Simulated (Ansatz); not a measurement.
BN (wurtzite, P6_3mc), a = 2.5406 Å, b = 2.5406 Å, c = 4.2027 Å, α = 90.00°, β = 90.00°, γ = 120.00°.

Relaxed with PBEsol. The program Ansatz at the PBEsol level (PAW) gives a gap of 4.96 eV.

**Question.** What gap does HSE06 give on the same cell (Ansatz, PAW)?

**Answer.** 6.51 eV, 1.55 eV more. The hybrid was solved on a coarser mesh and at special points; the gap given is the minimum over both.

```tsv
k	v1 PBEsol	c1 PBEsol	v1 HSE06	c1 HSE06
Γ	0.00	8.34	___	___
A	-1.19	9.47	___	___
K	-5.49	4.96	-5.90	6.51
H	-3.07	9.28	-3.30	11.03
M	-2.14	6.58	___	___
L	-3.62	6.46	___	___
```

**Question.** Top valence (v1) and lowest conduction level (c1) in eV from each method's valence maximum (which need not be a listed point): supply the withheld HSE06 values.

**Answer.** 
- L, v1 HSE06: -3.89
- L, c1 HSE06: 8.08
- Γ, v1 HSE06: 0.00
- Γ, c1 HSE06: 10.11
- A, v1 HSE06: -1.28
- A, c1 HSE06: 11.26
- M, v1 HSE06: -2.30
- M, c1 HSE06: 8.18

Cost on shared cores: the PBEsol run (SCF on a 12×12×7 mesh, then bands and DOS) roughly 14 core-seconds, the HSE06 run (SCF on 9×9×5, then a few points) around 100 core-seconds (rough); the tasks are unlike.

Symmetry was held in the PBEsol relaxation.

Potentials: the earlier of the program's two PAW sets. The files were generated under PBE; for other functionals the program regenerates the frozen cores, and for LDA and PBEsol the local potential too.
